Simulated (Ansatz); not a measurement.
Ti2C:
```cif
data_C3Ti6
_chemical_formula_sum 'Ti6 C3'
_space_group_name_H-M_alt 'R-3m :H'
_space_group_IT_number 166
_space_group_name_Hall '-R 3 2"'
_cell_length_a 3.02701
_cell_length_b 3.02701
_cell_length_c 14.16546
_cell_angle_alpha 90.000
_cell_angle_beta 90.000
_cell_angle_gamma 120.000
loop_
_atom_site_label
_atom_site_type_symbol
_atom_site_symmetry_multiplicity
_atom_site_Wyckoff_symbol
_atom_site_fract_x
_atom_site_fract_y
_atom_site_fract_z
_atom_site_occupancy
Ti1 Ti 6 c 0.00000 0.00000 0.24625 1
C1 C 3 b 0.00000 0.00000 0.50000 1
```
(The calculation used a cell of 3 atoms; values per cell refer to that cell.)

Relaxed at zero pressure with LDA (plane waves, PAW; program Ansatz).

Task: The volume is raised by 6 % and shape and atoms relax at that volume. What pressure results, and how do the axes share the change?

Result: -7.6 GPa; a 1.5 %, b 1.5 %, c 2.8 %; the energy rises by 19 meV/atom.

Task: Give the new structure.

Result: 
Space group R-3m, hexagonal axes (No. 166); a = b = 3.0731 Å, c = 14.5686 Å, α = β = 90.00°, γ = 120.00°

| atom | site | symmetry | x | y | z |
|---|---|---|---|---|---|
| Ti | 6c | 3m | 0.0000 | 0.0000 | 0.2438 |
| C | 3b | -3m | 0.0000 | 0.0000 | 0.5000 |

The phase is kept; no other phase was compared at this pressure.

The workflow started from a Materials Project entry (that database holds measured and hypothetical structures alike); the Crystallography Open Database copy checked does not list it. Whether it is the stable phase at ambient conditions was not checked. The cell was relaxed with LDA under the symmetry of its start; of distortions, only those at the zone centre were tested. No spin polarisation was allowed.

Potentials: the later of the program's two PAW sets.
